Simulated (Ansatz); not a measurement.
BeSe:
```xyz
4
Lattice="3.6152 0.0000 0.0000 -1.8076 3.1309 0.0000 0.0000 0.0000 5.9641" Properties=species:S:1:pos:R:3 pbc="T T T"
Be     0.0000     2.0872     5.9603
Se     1.8076     1.0436     0.7493
Be     1.8076     1.0436     2.9783
Se     0.0000     2.0872     3.7314
```

Cartesian axes are those of the cell as given.

Give the high-frequency dielectric tensor and the Born effective charge tensors of the independent atoms from DFPT, PBEsol in the plane-wave PAW code Ansatz.


ε∞:
```
6.06  0.00  0.00
0.00  6.06  0.00
0.00  0.00  6.22
```
Z* of atom 1 (Be), rows: field, columns: displacement, in e:
```
1.45  0.00  0.00
0.00  1.45  0.00
0.00  0.00  1.56
```
Z* of atom 2 (Se), rows: field, columns: displacement, in e:
```
-1.45   0.00   0.00
 0.00  -1.45   0.00
 0.00   0.00  -1.56
```

Space group P6_3mc (wurtzite). The start of the workflow was typed in or built on a structure type; neither database checked (COD, Materials Project) lists it. COD files the formula under space group No. 216. Whether it is the stable phase at ambient conditions was not checked. The cell was relaxed with PBEsol under the symmetry of its start; its stability against distortions is not shown here. Scalar-relativistic: spin–orbit coupling is off unless named, which matters more the heavier the elements.

Potentials: the later of the program's two PAW sets.
